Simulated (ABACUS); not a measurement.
Consider a self-consistent single point of Ta2O5 (P1, 7 atoms in the cell; from Materials Project mp-1218141, changed as shown).

```
Ta2O5
1.0
    3.40078     0.00000     0.00000
   -0.00806     3.86025     0.00000
   -0.69986    -0.10828     8.18171
Ta O
2 5
Direct
  0.90726   0.00856   0.98015
  0.51129   0.99623   0.53826
  0.99212   0.50661   0.95813
  0.49368   0.49348   0.54791
  0.47247   0.00858   0.10143
  0.98289   0.98619   0.43012
  0.57652   0.99983   0.75566
```

All values come from this method and carry its errors: LDA (PW92), PseudoDojo 0.4 standard norm-conserving LDA (tails mended) pseudopotentials (plane waves; ABACUS).

ABACUS settings:

* **KPT**: Gamma 3 3 2 0 0 0
* **basis_type**: pw
* **dft_functional**: PWLDA
* **ecutwfc**: 84 Ry
* **smearing_method**: fixed
* **potentials**: PseudoDojo 0.4 standard norm-conserving LDA (tails mended)
* **symmetry**: 1
* **symmetry_prec**: 1e-05
* **ks_solver**: cg
* **scf_nmax**: 100
* **scf_thr**: 1.0e-09 Ry
* **mixing_type**: broyden

Results:

```
Property                                                  Value
------------------------------------------------  -------------
Number of valence electrons                                  56
Number of bands                                              38
Number of k-points after the program's reduction             10
Number of plane waves (most at a k-point)                  9442
Number of SCF iterations                                     16
FFT grid                                           40 × 45 × 96
Free energy E − TS                                -5800.1165 eV
Pressure                                              -8.97 GPa
Largest force (vector length)                        6.069 eV/Å
```

Forces (eV/Å):
```json
[
 {"atom": "Ta1", "Fx": "-0.819", "Fy": "-0.038", "Fz": "-1.127"},
 {"atom": "Ta2", "Fx": "0.085", "Fy": "-0.001", "Fz": "-3.555"},
 {"atom": "O3", "Fx": "-0.392", "Fy": "-0.042", "Fz": "0.063"},
 {"atom": "O4", "Fx": "-0.157", "Fy": "-0.027", "Fz": "-0.276"},
 {"atom": "O5", "Fx": "0.092", "Fy": "0.061", "Fz": "-1.432"},
 {"atom": "O6", "Fx": "-0.036", "Fy": "0.066", "Fz": "0.383"},
 {"atom": "O7", "Fx": "1.228", "Fy": "-0.019", "Fz": "5.944"}
]
```

Stress (GPa, positive for compression):
```
-12.03    0.05   -1.92
  0.05  -12.57   -0.12
 -1.92   -0.12   -2.32
```

For comparison: a first run was changed to give this one (atom 7 moved by -0.15 angstrom along z), and from it to this one the free energy goes up by 57.0 meV/atom, the pressure goes from -11.58 to -8.97 GPa and the largest force goes from 0.946 to 6.069 eV/Å.

Spin-orbit coupling is left out, which matters for bands and gaps with elements this heavy. Forces above 1 eV/Å remain at this geometry. The structure comes from a collection of computed structures, made at another level of theory; the collection holds predicted forms beside known ones.

Cost on one core: very roughly 4 core-minutes.

“Tails mended”: in these copies of the files the far tail of each local potential was reset to the Coulomb form.
